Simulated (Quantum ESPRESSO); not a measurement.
Parts of the isotropic shielding in AgCl, by PBE GIPAW (a modified build of Quantum ESPRESSO, JTH PAW datasets), 25 Ha, k-mesh 8×8×8 shifted:

```yaml
crystal:
  lattice:
    - [0.00000, 2.75880, 2.80039]
    - [2.75880, 0.00000, 2.80039]
    - [2.75880, 2.75880, 0.00000]
  atoms:
    - { symbol: Ag, position: [0.00000, 0.00000, 0.00000] }
    - { symbol: Cl, position: [0.50000, 0.50000, 0.50000] }
```
The cell was made here from a computed Materials Project entry: strained by +1 % along the cube axis and by -0.5 % across it, atoms relaxed (PBE without dispersion, pw.x of Quantum ESPRESSO, symmetry kept). The parent is AgCl in Fm-3m. Stability against distortions was not tested. The run has no spin polarisation.

The core term is that of the free atom's frozen core; the paramagnetic column sums the reconstruction terms. These are absolute shieldings with no macroscopic susceptibility term; δ = σ_ref − σ needs a reference computed alike. By our sweeps, such settings leave a few ppm in absolute σ on light atoms and up to some 20 ppm from Zn on. No spin–orbit coupling; Ag is the heaviest element present. No d partial waves on Cl: the paramagnetic term there is incompletely reconstructed. With so small a Kohn–Sham gap, σ hangs strongly on the functional and the mesh. Static lattice: thermal averaging is not included.

```
site           core  bare (smooth current)  diamagnetic correction  paramagnetic corrections  σ_iso (ppm)
-----------  ------  ---------------------  ----------------------  ------------------------  -----------
Ag (atom 1)  4673.9                   34.3                   111.3                       ___          ___
Cl (atom 2)  1050.8                   72.9                   -12.4                       ___          ___
```

Question: Some entries are withheld; supply them.

Answer: 
- Ag (atom 1), paramagnetic corrections: -1441.3
- Ag (atom 1), σ_iso (ppm): 3378.1
- Cl (atom 2), paramagnetic corrections: -217.1
- Cl (atom 2), σ_iso (ppm): 894.1
